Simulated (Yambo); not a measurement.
Yambo run on CaHBr (space group P4/nmm, No. 129). The wavefunctions are norm-conserving PBEsol (Quantum ESPRESSO, 72 Ry, with spin-orbit coupling) ones on a 4×4×1 mesh (36 occupied bands); a = 3.822 Å, b = 3.822 Å, c = 7.774 Å, α = 90.00°, β = 90.00°, γ = 90.00°.

Yambo input:

```
rim_cut
gw0
dyson
el_el_corr
HF_and_locXC
ppa
em1d
RandQpts= 1000000
RandGvec= 1 Ry
EXXRLvcs= 72 Ry
VXCRLvcs= 288 Ry
Chimod= "HARTREE"
% BndsRnXp
 1 | 256 |
%
NGsBlkXp= 3 Ry
% LongDrXp
 1.0 | 1.0 | 1.0 |
%
PPAPntXp= 27.2114 eV
% GbndRnge
 1 | 256 |
%
GTermKind= "BG"
DysSolver= "n"
ExtendOut
% QPkrange
 1 | 1 | 36 | 37 |
 3 | 3 | 36 | 36 |
 6 | 6 | 37 | 37 |
%
```

k points by index: 1 = Γ, 3 = X, 6 = M.

Table of the .qp output:

```
#    K-point    Band    Eo [eV]    E [eV]    E-Eo [eV]    Vxc [eV]    Vnlxc [eV]    Sc|Eo [eV]    Sc|E [eV]    dSc/dw|Eo [eV]    Re(Z)    Im(Z)
#
    1    36    -0.006062    -0.768246    -0.762184    -11.40227    -14.08253    1.742680    1.918070    -6.260915    0.812950    -0.001396
    1    37    4.194315    5.590193    1.395878    -11.89663    -6.182932    -4.032897    -4.317823    -5.553858    0.830494    -0.001188
    3    36    0.000000    -0.885669    -0.885669    -12.47915    -15.85822    2.294255    2.493395    -6.117596    0.816446    -0.001348
    6    37    4.149661    5.095151    0.945490    -10.13607    -5.110975    -3.889827    -4.079605    -5.461128    0.832851    -0.001193
```
(The two width columns are left out.) Convergence of these settings isn't established.

Geometry relaxed with PBE+D3(BJ).
